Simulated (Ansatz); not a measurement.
Here is the system:

YSi:
```cif
data_SiY
_chemical_formula_sum 'Y1 Si1'
_space_group_name_H-M_alt 'P 1'
_space_group_IT_number 1
_cell_length_a 3.53803
_cell_length_b 3.53803
_cell_length_c 3.53803
_cell_angle_alpha 90.000
_cell_angle_beta 90.000
_cell_angle_gamma 90.000
loop_
_space_group_symop_operation_xyz
  'x, y, z'
loop_
_atom_site_label
_atom_site_type_symbol
_atom_site_fract_x
_atom_site_fract_y
_atom_site_fract_z
_atom_site_occupancy
Y1 Y 0.00000 0.00000 0.00000 1
Si1 Si 0.50000 0.50000 0.50000 1
```

This is the PBE-relaxed structure.

All from DFT-PBE in the program Ansatz with PAW potentials, unless another level is named. Predict the electronic character.

metallic (no gap).

Give the formation energy from the elements (no fitted shifts).

-0.43 eV/atom.

What about the density of states at the Fermi level?

1.2 states/eV per atom (mean over ±0.08 eV).

Next, the gap with spin–orbit coupling?

none (metallic).

Space group Pm-3m (CsCl type). The cell is a constructed one: a structure type filled with these elements; neither database checked (COD, Materials Project) lists it. Its standing as an ambient phase is unchecked. The cell was relaxed with PBE under the symmetry of its start; its stability against distortions is not shown here. The run is not spin-polarised. The references are the lowest solids computed at this level, not always the standard phases. Scalar-relativistic: spin–orbit coupling is off unless named, which matters more the heavier the elements.

Potentials: the earlier of the program's two PAW sets.
